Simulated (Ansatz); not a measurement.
Mo:
```yaml
crystal:
  lattice:
    - [-1.58024, 1.58024, 1.58024]
    - [1.58024, -1.58024, 1.58024]
    - [1.58024, 1.58024, -1.58024]
  atoms:
    - { symbol: Mo, position: [0.00000, 0.00000, 0.00000] }
```

Relaxed with PBE. Special points in fractions of this cell's reciprocal vectors: Γ (0.000, 0.000, 0.000); H (0.500, -0.500, 0.500); N (0.000, 0.000, 0.500); P (0.250, 0.250, 0.250).

Question: List the band energies nearest the Fermi level at these points for PBE with spin–orbit coupling (plane waves, PAW; program Ansatz).

Answer: In eV from the Fermi level; about four levels below and three above (degenerate sets whole), none deeper than 8.9 eV; … stands for higher levels left out; points with the same levels are listed once.

```csv
k,below,above
Γ,-1.55 -1.55 -1.55 -1.55 -1.41 -1.41,…
H,-5.51 -5.51 -5.51 -5.51,3.71 3.71 3.71 3.71
N,-5.41 -5.41 -3.51 -3.51,1.42 1.42 1.51 1.51
P,-2.71 -2.71 -2.71 -2.71,2.26 2.26 2.26 2.26
```

Space group Im-3m (bcc (W type)). The cell was relaxed with PBE under the symmetry of its start. The run is not spin-polarised.

Potentials: the earlier of the program's two PAW sets.
